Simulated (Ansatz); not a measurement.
LiH:
```yaml
crystal:
  lattice:
    - [0.00000, 2.00272, 2.00272]
    - [2.00272, 0.00000, 2.00272]
    - [2.00272, 2.00272, 0.00000]
  atoms:
    - { symbol: Li, position: [0.00000, 0.00000, 0.00000] }
    - { symbol: H, position: [0.50000, 0.50000, 0.50000] }
```

This is the r²SCAN-relaxed structure.

### Question
All from DFT-r²SCAN in the program Ansatz with PAW potentials, unless another level is named. Estimate the Born charges (a third of the trace).

### Answer
Li +1.00, H -1.00 e.

### Question
Next, the electronic dielectric constant ε∞ (DFPT)?

### Answer
3.89.

### Question
And the static dielectric constant ε0 (ions relaxed, cell fixed)?

### Answer
13.4.

### Question
What about the Bader charges?

### Answer
Li +0.87, H -0.87 e.

Space group Fm-3m (rock salt). Symmetry was held in the r²SCAN relaxation; phonons on a q-mesh show no instability.

Potentials: the later of the program's two PAW sets.
